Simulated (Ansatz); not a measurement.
Cd (hcp (Mg type), space group No. 194) at seven volumes, PBE+D3(BJ) in the plane-wave PAW code Ansatz, shape and atoms relaxed at each. One row is withheld.

```json
[
 {"V (Å³/atom)": "19.325", "P (GPa)": "6.85"},
 {"V (Å³/atom)": "19.962", "P (GPa)": "4.10"},
 {"V (Å³/atom)": "20.599", "P (GPa)": "1.84"},
 {"V (Å³/atom)": "21.236", "P (GPa)": "0.00"},
 {"V (Å³/atom)": "21.873", "P (GPa)": "-1.47"},
 {"V (Å³/atom)": "22.510", "P (GPa)": "?"},
 {"V (Å³/atom)": "23.148", "P (GPa)": "-3.64"}
]
```

Task: Fit the shown pressures and predict the withheld one.

Result: P = (3/2)B₀(x^(7/2) − x^(5/2))[1 + (3/4)(B′ − 4)(x − 1)] with x = (V₀/V)^(2/3). Least squares on the six rows gives V₀ = 21.240 Å³/atom, B₀ = 54.8 GPa, B′ = 5.97. At V = 22.510, x = 0.9620 and P = -2.67 GPa. The run itself gave -2.69 GPa.

Space group P6_3/mmc (hcp (Mg type)). The cell was relaxed with PBE+D3(BJ) under the symmetry of its start. The pairwise dispersion correction was not fitted to metals.

Potentials: the later of the program's two PAW sets.
